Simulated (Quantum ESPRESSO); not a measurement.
**Kohn-Sham bands of ZnCdSe$_{2}$ (P3m1)**

```
ZnCdSe2
1.0
    4.22497     0.00000     0.00000
   -2.11248     3.65893     0.00000
    0.00000     0.00000     6.92533
Zn Cd Se
1 1 2
Cartesian
  0.00000   0.00000   0.00090
 -2.11248   1.21964   3.44286
 -2.11248   1.21964   0.75168
  0.00000   0.00000  -2.47788
```

Cell from Materials Project (mp-1215451), symmetrised, no further relaxation. Not found in the COD (Crystallography Open Database) copy used; not checked further. Level: PBEsol, no spin polarisation, no spin-orbit coupling; pw.x of Quantum ESPRESSO at 82 Ry with PseudoDojo potentials, 6×6×4 k-points, Wannier90. Density: 12×12×6 mesh, Gaussian smearing 0.01 Ry. Spin-orbit coupling, left out, would split the p-like bands by a few tenths of an eV.

**Question.** List the Kohn-Sham levels between −8 and 3.5 eV relative to the valence-band maximum at the high-symmetry points, as a band run of pw.x on that density gives them (levels within 2 meV counted together).

**Answer.** 
```csv
point,k (reciprocal lattice),levels (eV)
Γ,0.000 0.000 0.000,"-7.80 (×2), -7.59, -7.49 (×2), -6.36 (×2), -6.16, -6.13 (×2), -4.61, -0.88 (×2), -0.18, 0.00 (×2), 0.54, 2.11"
M,0.500 0.000 0.000,"-7.69, -7.64, -7.50, -7.45, -7.34, -6.26 (×2), -6.15, -6.11, -6.04, -4.48, -3.71, -2.79, -1.95, -1.47, -0.74, 2.89, 3.28"
K,0.333 0.333 0.000,"-7.71, -7.53, -7.53, -7.51, -7.24, -6.25, -6.18, -6.18, -6.14, -5.98, -4.23, -3.71, -3.20, -2.02, -1.98, -1.73"
A,0.000 0.000 0.500,"-7.80 (×2), -7.70, -7.49 (×2), -6.36 (×2), -6.33, -6.13 (×2), -2.98, -2.74, -0.67 (×2), -0.25 (×2), 1.95, 2.67"
L,0.500 0.000 0.500,"-7.69, -7.66, -7.53, -7.45, -7.31, -6.27, -6.26, -6.17, -6.11, -6.04, -4.61, -4.19, -1.61, -1.55, -1.34, -1.17, 2.58, 2.86"
H,0.333 0.333 0.500,"-7.71, -7.56, -7.55, -7.51, -7.22, -6.27, -6.19, -6.19, -6.14, -5.97, -4.51, -4.07, -2.74, -2.35, -1.27, -1.08, 3.43"
```
